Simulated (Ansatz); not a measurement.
# Relaxation of Al2InN3

All numbers below come from Ansatz 0.2.0, DFT PBE, scalar-relativistic, plane waves, PAW. Run with 420 eV cutoff, 6×6×6 k-mesh, Gaussian smearing of 0.02 eV, no spin polarisation.

What was changed: strain along c alone, the other axes held, atoms relaxed: -4.0 %.

Command:

```bash
ansatz run input.yaml --threads 2 --pin off --max-ram 5120MiB --backend cpu --events-out ev --progress --plain --runs-dir out
```

Input:

```yaml
crystal:
  lattice:
    - [4.9170037426, -2.8277246663, 0.0]
    - [4.9170037426, 2.8277246663, 0.0]
    - [0.0, 0.0, 5.0394310338]
  atoms:
    - { symbol: Al, position: [0.0084115532, 0.3349104982, 0.9905693548] }
    - { symbol: Al, position: [0.6650895018, 0.9915884468, 0.9905693548] }
    - { symbol: Al, position: [0.9915884468, 0.6650895018, 0.4905693548] }
    - { symbol: Al, position: [0.3349104982, 0.0084115532, 0.4905693548] }
    - { symbol: In, position: [0.3219670267, 0.6780329733, 0.982946246] }
    - { symbol: In, position: [0.6780329733, 0.3219670267, 0.482946246] }
    - { symbol: "N", position: [0.0370455027, 0.3335780965, 0.3579064098] }
    - { symbol: "N", position: [0.6664219035, 0.9629544973, 0.3579064098] }
    - { symbol: "N", position: [0.9629544973, 0.6664219035, 0.8579064098] }
    - { symbol: "N", position: [0.3335780965, 0.0370455027, 0.8579064098] }
    - { symbol: "N", position: [0.2981587952, 0.7018412048, 0.4081021948] }
    - { symbol: "N", position: [0.7018412048, 0.2981587952, 0.9081021948] }
basis:
  ecutwfc: 420
kpoints:
  mp_grid: { grid: [6, 6, 6] }
hamiltonian:
  xc: pbe
scf:
  occupations: { method: gaussian, width: 0.02 }
output:
  forces: true
  stress: true
  eigenvalues: true
relax:
  adjacent_minimum: "off"
  f_tol: 0.008
  max_steps: 40
```

F is the free energy.

Steps:

| step | F − F(1) (eV) | largest force component (eV/Å) |
| --- | --- | --- |
| 1 | 0.0000 | 0.317 |
| 2 | -0.0133 | 0.230 |
| 3 | -0.0222 | 0.025 |
| 4 | -0.0223 | 0.017 |
| 5 | -0.0224 | 0.001 |

Relaxed structure:

```xyz
12
Lattice="4.9170 -2.8277 0.0000 4.9170 2.8277 0.0000 0.0000 0.0000 5.0394" Properties=species:S:1:pos:R:3 pbc="T T T"
Al    1.6882    0.9233    4.9842
Al    8.1458    0.9233    4.9842
Al    8.1458   -0.9233    2.4645
Al    1.6882   -0.9233    2.4645
In    4.9170    1.0071    4.9303
In    4.9170   -1.0071    2.4106
N     1.8236    0.8377    1.8168
N     8.0104    0.8377    1.8168
N     8.0104   -0.8377    4.3365
N     1.8236   -0.8377    4.3365
N     4.9170    1.1423    2.0689
N     4.9170   -1.1423    4.5886
```

The structure is orthorhombic, space group Cmc2_1 (No. 36). Conventional cell: a = 9.834 Å, b = 5.655 Å, c = 5.039 Å, α = 90.00°, β = 90.00°, γ = 90.00°. Around Al (site symmetry 1) lie 4 N at 1.88 to 1.89 Å. Around In (site symmetry m) lie 4 N at 2.16 to 2.18 Å. N (site symmetry 1) has 3 Al at 1.88 Å and 1 In at 2.16 Å as nearest neighbours. N (site symmetry m) is surrounded by 2 Al at 1.89 Å and 2 In at 2.18 Å.

The run converged. Time: 79 s on 2 threads of Arm Neoverse V2, with other jobs on the host, peak memory 0.55 GiB.